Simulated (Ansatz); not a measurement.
Data:

Starting cell, ScAu (CsCl type):

```
CELL_PARAMETERS angstrom
      6.63958     0.00000     0.00000
      3.31979     3.31979     0.00000
      0.00000     0.00000     3.31979
ATOMIC_POSITIONS crystal
  Sc 0.00000 0.50000 0.50000
  Sc 0.50000 0.50000 0.50000
  Au 0.00000 0.00000 0.00000
  Au 0.50000 0.00000 0.00000
```

A phonon eigenvector at M = (0.5, 0.5, 0.0) is frozen into this cell: atom i moves by Q times the vector below, so Q is the largest atomic displacement, in Å. The cell is held. It is one choice among 2 degenerate patterns. (q is in reciprocal vectors of the primitive cell; the cell shown is doubled to hold the pattern.)

| atom | x | y | z |
|---|---|---|---|
| Sc1 | 0.518 | 0.000 | 0.000 |
| Sc2 | -0.518 | 0.000 | 0.000 |
| Au3 | 0.000 | 1.000 | 0.000 |
| Au4 | 0.000 | -1.000 | 0.000 |

Calculation: LDA (plane waves to 420 eV, PAW, scalar-relativistic; Ansatz, a quantum-chemistry and plane-wave program). k mesh 14×14×14 (Γ-centred), Fermi-Dirac smearing 0.05 eV. The energy includes the smearing's −TS. With partly filled bands, energies and forces of such displacements shift with the k mesh and the smearing. ScAu is run without spin polarisation. ScAu was relaxed with its symmetry unable to fall. Spin-orbit coupling is left out, though Au is heavy. The zero of ΔE is the undisplaced structure.

The scan covers Q from -0.176 to 0.176 Å in 13 points.

### Question
Is this a single well or a double well?

### Answer
A double well: the undisplaced structure is a maximum between two minima.

### Question
Which space group does the distorted structure have?

### Answer
Cmmm (No. 65), lowered from Pm-3m.

### Question
What is the energy change at Q = 0.176 Å?

### Answer
3.0 meV/cell.

### Question
By a smooth curve, how deep is the well, measured from the undisplaced structure?

### Answer
3.4 meV/cell, cell held fixed.

### Question
What harmonic wavenumber does the curvature at Q = 0 give?

### Answer
26i cm⁻¹.

(A displaced cell: forces are minus the slopes of the energy, force constants its curvatures, and phonons follow from these.)
